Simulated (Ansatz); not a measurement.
According to PBE (plane waves, PAW; program Ansatz), AlBRu in the orthorhombic phase (Cmcm; Al on 4c, B on 4c, Ru on 4c) relaxes to a = 2.896 Å, b = 13.601 Å, c = 3.411 Å. Against the elements it lies at -0.23 eV/atom, with no fitted shifts.

Electronic character: metallic (no gap).

The start of the workflow was typed in or built on a structure type; neither database checked (COD, Materials Project) lists it. Whether it is the stable phase at ambient conditions was not checked. Symmetry was held in the PBE relaxation; whether a distortion lowers the energy is not shown. No spin polarisation was allowed. The references are the lowest solids computed at this level, not always the standard phases. Spin–orbit coupling is left out wherever it is not named.

Potentials: the later of the program's two PAW sets.
